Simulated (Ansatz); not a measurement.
MnV$_{2}$O$_{6}$:
```
CELL_PARAMETERS angstrom
      4.65536     1.74529     0.00000
     -4.65536     1.74529     0.00000
     -2.57557     0.00000     6.17592
ATOMIC_POSITIONS crystal
  Mn 0.00000 0.00000 0.50000
  V  0.19026 0.80974 0.15104
  V  0.80974 0.19026 0.84896
  O  0.34652 0.65348 0.38659
  O  0.65348 0.34652 0.61341
  O  0.03426 0.96574 0.21793
  O  0.96574 0.03426 0.78207
  O  0.30689 0.69311 0.93494
  O  0.69311 0.30689 0.06506
```
The run is spin-polarised; directions of the spins, atom by atom: ↑ 0 0 0 0 0 0 0 0.

Relaxed with r²SCAN.

Q: Which orbitals make up the states near the band edges in r²SCAN (plane waves, PAW; program Ansatz)?

A: Top 1 eV of the valence band: Mn 3d 50 %, O 2p 28 %, V 3d 17 %. Bottom 1 eV of the conduction band: V 3d 71 %, O 2p 21 %. Projections are on Löwdin-orthogonalised atomic valence shells; empty p or d shells of many metals are not among them.

Q: Tabulate the density of states.

A: States/eV per cell of 9 atoms, in 0.25 eV bins, energy from the valence-band maximum.

| E (eV) | total | O 2p | V 3d | Mn 3d |
|---|---|---|---|---|
| -7.49 | 0.00 | 0.00 | 0.00 | 0.00 |
| -7.24 | 3.24 | 2.30 | 0.79 | 0.01 |
| -6.99 | 4.05 | 2.80 | 1.02 | 0.04 |
| -6.74 | 7.46 | 5.09 | 1.92 | 0.11 |
| -6.49 | 7.46 | 5.14 | 1.77 | 0.24 |
| -6.24 | 7.83 | 5.44 | 1.69 | 0.46 |
| -5.99 | 8.53 | 6.01 | 1.69 | 0.57 |
| -5.74 | 7.83 | 5.56 | 1.46 | 0.59 |
| -5.49 | 7.85 | 5.47 | 1.47 | 0.70 |
| -5.24 | 6.80 | 4.90 | 1.25 | 0.44 |
| -4.99 | 7.91 | 5.73 | 1.41 | 0.52 |
| -4.74 | 7.81 | 5.87 | 1.21 | 0.46 |
| -4.49 | 7.33 | 5.63 | 1.08 | 0.38 |
| -4.24 | 7.47 | 5.73 | 1.11 | 0.41 |
| -3.99 | 7.25 | 5.85 | 0.85 | 0.33 |
| -3.74 | 5.87 | 4.83 | 0.59 | 0.28 |
| -3.49 | 6.53 | 5.32 | 0.61 | 0.42 |
| -3.24 | 7.04 | 5.86 | 0.50 | 0.51 |
| -2.99 | 9.46 | 8.24 | 0.37 | 0.66 |
| -2.74 | 8.86 | 7.62 | 0.34 | 0.74 |
| -2.49 | 9.30 | 6.32 | 0.29 | 2.56 |
| -2.24 | 2.97 | 1.40 | 0.11 | 1.41 |
| -1.99 | 4.25 | 1.35 | 0.25 | 2.59 |
| -1.74 | 2.92 | 1.06 | 0.18 | 1.64 |
| -1.49 | 0.00 | 0.00 | 0.00 | 0.00 |
| -1.24 | 2.25 | 0.51 | 0.26 | 1.37 |
| -0.99 | 1.75 | 0.43 | 0.37 | 0.91 |
| -0.74 | 0.42 | 0.09 | 0.07 | 0.23 |
| -0.49 | 2.08 | 0.55 | 0.35 | 1.06 |
| -0.24 | 1.40 | 0.44 | 0.23 | 0.67 |
| 0.01 | 0.10 | 0.04 | 0.01 | 0.05 |
| 0.26 | 0.00 | 0.00 | 0.00 | 0.00 |
| 0.51 | 0.00 | 0.00 | 0.00 | 0.00 |
| 0.76 | 0.84 | 0.15 | 0.63 | 0.01 |
| 1.01 | 7.31 | 1.29 | 5.46 | 0.24 |
| 1.26 | 6.97 | 1.28 | 5.11 | 0.31 |
| 1.51 | 8.62 | 2.13 | 5.82 | 0.35 |
| 1.76 | 8.60 | 2.08 | 5.82 | 0.32 |
| 2.01 | 7.54 | 2.00 | 4.88 | 0.32 |
| 2.26 | 4.67 | 1.33 | 2.95 | 0.21 |
| 2.51 | 2.87 | 0.81 | 1.74 | 0.23 |
| 2.76 | 2.70 | 0.40 | 0.89 | 1.30 |
| 3.01 | 2.83 | 0.27 | 0.72 | 1.70 |
| 3.26 | 6.05 | 0.85 | 2.06 | 2.72 |
| 3.51 | 6.55 | 1.29 | 2.71 | 2.04 |
| 3.76 | 7.40 | 1.57 | 3.01 | 2.28 |
| 4.01 | 6.00 | 1.57 | 2.72 | 1.27 |
| 4.26 | 5.18 | 1.48 | 2.34 | 1.02 |
| 4.51 | 4.28 | 1.18 | 1.56 | 1.31 |
| 4.76 | 5.04 | 1.53 | 2.04 | 1.21 |
| 5.01 | 2.54 | 0.87 | 1.22 | 0.31 |
| 5.26 | 1.92 | 0.51 | 0.42 | 0.92 |
| 5.51 | 2.15 | 0.62 | 0.54 | 0.87 |

Space group C2/m. The workflow started from a Materials Project entry (that database holds measured and hypothetical structures alike); the Crystallography Open Database files this formula in space group No. 12, but the cells were not matched. Its standing as an ambient phase is unchecked. The r²SCAN relaxation kept the symmetry of its start; whether a distortion lowers the energy is not shown. Spin order of the final state: ferromagnetic, chosen from 4 collinear starts compared on coarse meshes (ties went to the first, and starts can fall back to one state), not a proven ground state. Other orbital occupations within this spin state were not tried. No Hubbard U is applied.

Potentials: the later of the program's two PAW sets.
